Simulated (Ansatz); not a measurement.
BaSrTi₂O₆:
```yaml
crystal:
  lattice:
    - [0.00000, 3.95243, 3.95243]
    - [3.95243, 0.00000, 3.95243]
    - [3.95243, 3.95243, 0.00000]
  atoms:
    - { symbol: Sr, position: [0.00000, 0.00000, 0.00000] }
    - { symbol: Ti, position: [0.25000, 0.25000, 0.25000] }
    - { symbol: O, position: [0.00000, 0.00000, 0.50000] }
    - { symbol: O, position: [0.00000, 0.50000, 0.00000] }
    - { symbol: O, position: [0.50000, 0.00000, 0.00000] }
    - { symbol: Ba, position: [0.50000, 0.50000, 0.50000] }
    - { symbol: Ti, position: [0.75000, 0.75000, 0.75000] }
    - { symbol: O, position: [0.50000, 0.50000, 0.00000] }
    - { symbol: O, position: [0.50000, 0.00000, 0.50000] }
    - { symbol: O, position: [0.00000, 0.50000, 0.50000] }
```

Relaxed with r²SCAN. Special points in fractions of this cell's reciprocal vectors: Γ (0.000, 0.000, 0.000); X (0.500, 0.000, 0.500); U (0.625, 0.250, 0.625); K (0.375, 0.375, 0.750); L (0.500, 0.500, 0.500); W (0.500, 0.250, 0.750).

Problem. List the band energies nearest the valence-band maximum at these points for r²SCAN in the plane-wave PAW code Ansatz.

Solution. In eV from the valence-band maximum; about four levels below and three above (degenerate sets whole), none deeper than 8.9 eV; points with the same levels are listed once.

| k | below | above |
|---|---|---|
| Γ | -0.22 -0.22 -0.22 0.00 0.00 0.00 | 2.21 2.21 2.21 |
| X | -1.11 -1.11 -0.73 -0.73 -0.07 | 2.35 4.01 4.01 |
| U | -1.19 -1.12 -1.00 -0.26 | 2.86 3.77 3.83 |
| L | -0.70 -0.70 -0.68 -0.57 | 3.64 3.65 3.66 3.66 |
| W | -1.27 -1.27 -0.62 -0.50 | 3.24 3.26 4.01 4.01 |

Space group Fm-3m. The start of the workflow was typed in or built on a structure type; neither database checked (COD, Materials Project) lists it. Whether it is the stable phase at ambient conditions was not checked. The r²SCAN relaxation kept the symmetry of its start; whether a distortion lowers the energy is not shown. The workflow began spin-polarised and lost its moments. Spin–orbit coupling is left out wherever it is not named.

Potentials: the later of the program's two PAW sets.
